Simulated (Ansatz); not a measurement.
MgTi$_{3}$N$_{3}$O:
```cif
data_MgN3OTi3
_chemical_formula_sum 'Ti3 N3 Mg1 O1'
_space_group_name_H-M_alt 'P 1'
_space_group_IT_number 1
_cell_length_a 2.96233
_cell_length_b 2.96233
_cell_length_c 8.55198
_cell_angle_alpha 90.000
_cell_angle_beta 90.000
_cell_angle_gamma 90.000
loop_
_space_group_symop_operation_xyz
  'x, y, z'
loop_
_atom_site_label
_atom_site_type_symbol
_atom_site_fract_x
_atom_site_fract_y
_atom_site_fract_z
_atom_site_occupancy
Ti1 Ti 0.00000 0.00000 0.76402 1
N1 N 0.50000 0.50000 0.74987 1
Ti2 Ti 0.50000 0.50000 0.00000 1
N2 N 0.00000 0.00000 0.00000 1
Ti3 Ti 0.00000 0.00000 0.23598 1
N3 N 0.50000 0.50000 0.25013 1
Mg1 Mg 0.50000 0.50000 0.50000 1
O1 O 0.00000 0.00000 0.50000 1
```

Relaxed with DFT-PBEsol in the program Ansatz with PAW potentials. Indices refer to the conventional cell of P4/mmm, a = 2.9623 Å, b = 2.9623 Å, c = 8.5520 Å, α = 90.00°, β = 90.00°, γ = 90.00°.

### Question
Simulate the powder diffraction pattern (Cu Kα, λ = 1.54184 Å; lines above 1 %) up to 2θ = 90°.

### Answer
Simulated powder pattern, Cu Kα, λ = 1.54184 Å (kinematic, ideal powder, no thermal factors, no anomalous dispersion; the 30 strongest lines at most, above 1 %, up to 2θ = 90°):

```csv
2θ (°),d (Å),I/Imax (%),hkl
10.34,8.552,30,(001)
20.77,4.276,2.4,(002)
30.17,2.962,3.6,(100)
31.97,2.799,2.7,(101)
36.91,2.435,79,(102)
42.27,2.138,51,(004)
43.19,2.095,100,(110)
44.09,2.054,9.2,(103)
44.53,2.035,2.5,(111)
53.58,1.710,1.7,(005)
62.03,1.496,54,(114)
62.73,1.481,28,(200)+(105)
71.17,1.325,3.0,(115)+(210)
73.77,1.284,8.6,(106)
75.06,1.265,20,(212)
78.57,1.218,25,(204)
79.84,1.201,2.5,(213)
86.09,1.129,2.7,(107)
87.03,1.120,1.5,(205)
```

The start of the workflow was typed in or built on a structure type; neither database checked (COD, Materials Project) lists it. Its standing as an ambient phase is unchecked. The cell was relaxed with PBEsol under the symmetry of its start; whether a distortion lowers the energy is not shown. The workflow began spin-polarised and lost its moments.

Potentials: the earlier of the program's two PAW sets. The files were generated under PBE; for other functionals the program regenerates the frozen cores, and for LDA and PBEsol the local potential too.
